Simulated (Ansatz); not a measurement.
Cs₂AgBiBr₆:
```
CELL_PARAMETERS angstrom
      0.00000     5.59361     5.59361
      5.59361     0.00000     5.59361
      5.59361     5.59361     0.00000
ATOMIC_POSITIONS crystal
  Bi 0.00000 0.00000 0.00000
  Ag 0.50000 0.50000 0.50000
  Cs 0.25000 0.25000 0.25000
  Cs 0.75000 0.75000 0.75000
  Br 0.25395 0.74605 0.25395
  Br 0.25395 0.74605 0.74605
  Br 0.74605 0.25395 0.74605
  Br 0.74605 0.25395 0.25395
  Br 0.25395 0.25395 0.74605
  Br 0.74605 0.74605 0.25395
```

x, y and z are the axes in which the lattice vectors are written.

Problem. Give the high-frequency dielectric tensor and the Born effective charge tensors of the independent atoms from DFPT, DFT-PBEsol in the program Ansatz with PAW potentials.

Solution. 
ε∞:
```
5.49  0.00  0.00
0.00  5.49  0.00
0.00  0.00  5.49
```
Z* of atom 1 (Bi), rows: field, columns: displacement, in e:
```
4.85  0.00  0.00
0.00  4.85  0.00
0.00  0.00  4.85
```
Z* of atom 2 (Ag), rows: field, columns: displacement, in e:
```
1.80  0.00  0.00
0.00  1.80  0.00
0.00  0.00  1.80
```
Z* of atom 3 (Cs), rows: field, columns: displacement, in e:
```
1.36  0.00  0.00
0.00  1.36  0.00
0.00  0.00  1.36
```
Z* of atom 5 (Br), rows: field, columns: displacement, in e:
```
-0.77   0.00   0.00
 0.00  -3.14   0.00
 0.00   0.00  -0.77
```

Space group Fm-3m. The PBEsol relaxation kept the symmetry of its start; phonons show weakly imaginary modes. No spin polarisation was allowed. Scalar-relativistic: spin–orbit coupling is off unless named, which matters more the heavier the elements.

Potentials: the later of the program's two PAW sets.
